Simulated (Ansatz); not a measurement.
## Zn3Cd2S5 (I-4m2) at 2 levels of theory

One geometry, relaxed with PBE; plane waves with PAW potentials in Ansatz, scalar-relativistic. No spin polarisation. Gaps are the least over mesh and band path; pressure is positive in compression.

```xyz
10
Lattice="-1.9811 1.9811 14.2405 1.9811 -1.9811 14.2405 1.9811 1.9811 -14.2405" Properties=species:S:1:pos:R:3 pbc="T T T"
Zn    0.0000    0.0000   16.8704
Zn    0.0000    0.0000    0.0000
Zn    0.0000    0.0000   11.6107
Cd    0.0000    0.0000   22.9495
Cd    0.0000    0.0000    5.5315
S     1.9811    0.0000    7.1203
S     0.0000    1.9811    3.9346
S     1.9811    0.0000    1.3143
S     1.9811    0.0000   12.9262
S     0.0000    1.9811   10.3059
```

```csv
level,cutoff (eV),k mesh,gap (eV),pressure (GPa)
PBE,420,10×10×10,1.45,0.0
```

Task: What comes out on the same cell with r2SCAN?

Result:
```json
{"level": "r2SCAN", "cutoff (eV)": "500", "k mesh": "10×10×10", "gap (eV)": "1.93", "pressure (GPa)": "-1.8"}
```

It was reached by relaxing an invented guess, and it needn't be the stable form of this composition.
